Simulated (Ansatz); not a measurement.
TiAl2:
```
CELL_PARAMETERS angstrom
      1.93162    -5.97381     0.00000
      1.93162     5.97381     0.00000
      0.00000     0.00000     3.93128
ATOMIC_POSITIONS crystal
  Ti 0.84390 0.15610 0.00000
  Ti 0.15610 0.84390 0.00000
  Al 0.50000 0.50000 0.00000
  Al 0.00000 0.00000 0.50000
  Al 0.67298 0.32702 0.50000
  Al 0.32702 0.67298 0.50000
```

Relaxed with LDA. Special points in fractions of this cell's reciprocal vectors: Γ (0.000, 0.000, 0.000); Y (-0.500, 0.500, 0.000); C0 (-0.276, 0.724, 0.000); Σ0 (0.276, 0.276, 0.000); Z (0.000, 0.000, 0.500); A0 (0.276, 0.276, 0.500); E0 (-0.276, 0.724, 0.500); T (-0.500, 0.500, 0.500); S (0.000, 0.500, 0.000); R (0.000, 0.500, 0.500).

List the band energies nearest the Fermi level at these points for the program Ansatz at the LDA level (PAW).

In eV from the Fermi level; about four levels below and three above (degenerate sets whole), none deeper than 8.9 eV; points with the same levels are listed once.

```json
[
 {"k": "Γ", "below": "-1.61 -0.69 -0.53 -0.51", "above": "0.37 0.59 0.92"},
 {"k": "Y", "below": "-1.77 -1.26 -0.70 -0.50", "above": "0.23 1.21 1.27"},
 {"k": "C0", "below": "-1.62 -1.19 -1.07 -0.32", "above": "0.95 1.02 1.17"},
 {"k": "Z", "below": "-2.53 -1.59 -0.86 -0.18", "above": "0.08 0.57 1.06"},
 {"k": "A0", "below": "-2.06 -1.13 -0.81 -0.75", "above": "1.22 1.29 1.35"},
 {"k": "T", "below": "-2.22 -2.17 -2.02 -0.86", "above": "0.06 0.85 0.97"},
 {"k": "S", "below": "-1.69 -1.31 -1.02 -0.27", "above": "0.84 1.21 1.38"},
 {"k": "R", "below": "-1.74 -1.52 -1.15 -0.56", "above": "1.30 1.35 1.37"}
]
```

Space group Cmmm. The workflow started from a Materials Project entry (that database holds measured and hypothetical structures alike); the Crystallography Open Database files this formula in space group No. 65, but the cells were not matched. Its standing as an ambient phase is unchecked. The LDA relaxation kept the symmetry of its start; its stability against distortions is not shown here. No spin polarisation was allowed.

Potentials: the later of the program's two PAW sets.
